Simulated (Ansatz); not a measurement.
The cell is SiC (P6_3mc) from a database structure; cell and atoms were relaxed with r2SCAN. Space group P6_3mc (No. 186), hexagonal; conventional cell a = 3.079 Å, c = 20.139 Å, 10.33 Å³ an atom. Around Si lie 4 C at 1.88–1.89 Å; around Si lie 4 C at 1.89 Å; around C lie 4 Si at 1.88–1.89 Å; around C lie 4 Si at 1.89 Å.

```
CELL_PARAMETERS angstrom
3.07881 0.00000 0.00000
-1.53941 2.66633 0.00000
0.00000 0.00000 20.13868
ATOMIC_POSITIONS crystal
Si 0.33333 0.66667 0.87519
Si 0.33333 0.66667 0.62499
Si 0.00000 0.00000 0.00010
Si 0.66667 0.33333 0.75011
Si 0.66667 0.33333 0.37519
Si 0.33333 0.66667 0.25011
Si 0.00000 0.00000 0.50010
Si 0.66667 0.33333 0.12499
C 0.33333 0.66667 0.34412
C 0.66667 0.33333 0.21872
C 0.66667 0.33333 0.84412
C 0.00000 0.00000 0.59385
C 0.33333 0.66667 0.96892
C 0.00000 0.00000 0.09385
C 0.33333 0.66667 0.71872
C 0.66667 0.33333 0.46892
```

The questions ask for values computed with Ansatz on this geometry. (Simulation; spin polarisation is off.)

Given (12×12×2 mesh): PBE gives an indirect gap of 1.77 eV, from Γ to M; the least direct gap is 2.86 eV at M.

Problem. How does the gap change from PBE to r2SCAN (12×12×2)?

Solution. The r2SCAN gap is indirect, 2.13 eV (Γ to M), below the direct gap of 3.27 eV at M. The gap differs by +0.36 eV from PBE's.

Problem. How does the gap change from PBE to HSE06 (6×6×2)?

Solution. The HSE06 gap is indirect, 2.65 eV (Γ to M), below the direct gap of 3.85 eV at M. The gap differs by +0.88 eV from PBE's.

Problem. How does the gap change from PBE to PBE0 (6×6×2)?

Solution. With PBE0 the valence top lies at Γ and the conduction bottom at M, 3.38 eV higher; the smallest vertical gap, at M, is 4.58 eV. The gap differs by +1.61 eV from PBE's.

Problem. How strongly does the crystal screen a field with clamped ions (r2SCAN)?

Solution. ε∞: 6.54 along x and y, 6.70 along z. Born charges, averaged over directions: Si +2.66 to +2.76, C -2.74 to -2.72 e. The program notes that the ground state's band table doesn't vouch for all the bands that the response reads.

Problem. What do these levels agree on?

Solution. r2SCAN covers 41 % of the step from PBE to HSE06. Among these functionals the gap stays indirect.

The meshes of the hybrids are coarse, so their gaps aren't converged to the digits shown.
